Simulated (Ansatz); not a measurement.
The relaxed structure here is a generated cell of FeNi: the first start was made by placing the elements on the sites of a structure type, and the end was not matched to a known phase here, so it may be hypothetical.

One starting cell of FeNi (a generated cell, FeNi placed in the AFLOW prototype AB_oP8_57_d_d (as in TlF)) was relaxed twice with Ansatz (plane waves, PAW, scalar-relativistic): with PBEsol at 420 eV and with PBE at 420 eV. The PBEsol result:

```xyz
8
Lattice="5.2037 0.0000 0.0000 0.0000 4.1284 0.0000 0.0000 0.0000 4.0637" Properties=species:S:1:pos:R:3 pbc="T T T"
Fe     1.9034     2.1983     1.0159
Fe     1.9034     3.9943     3.0477
Fe     3.3003     0.1341     1.0159
Fe     3.3003     1.9301     3.0477
Ni     4.5536     2.2641     1.0159
Ni     4.5536     3.9284     3.0477
Ni     0.6501     0.1999     1.0159
Ni     0.6501     1.8643     3.0477
```

```csv
quantity,PBEsol,PBE
space group,Pbcm,Pbcm
volume (Å³/atom),10.91,___
a (Å),5.204,___
b (Å),4.128,___
c (Å),4.064,___
"gap (eV, no spin-orbit coupling)",0.00,___
spin order,ferromagnetic,___
net moment (μB/atom),1.62,___
```

Problem. Fill in the PBE column.

Solution. 
- volume (Å³/atom), PBE: 11.46
- a (Å), PBE: 5.312
- b (Å), PBE: 4.184
- c (Å), PBE: 4.124
- gap (eV, no spin-orbit coupling), PBE: 0.00
- spin order, PBE: ferromagnetic
- net moment (μB/atom), PBE: 1.65

Both levels end in the same structure; PBE's volume is 5.0 % larger. Neither column is exact.

Spin states reached: ferromagnetic; spin orders were not searched systematically.

The run could not lose the symmetry of its start: the end is stationary, and may be a saddle point rather than a minimum.

Ansatz is an electronic-structure program.
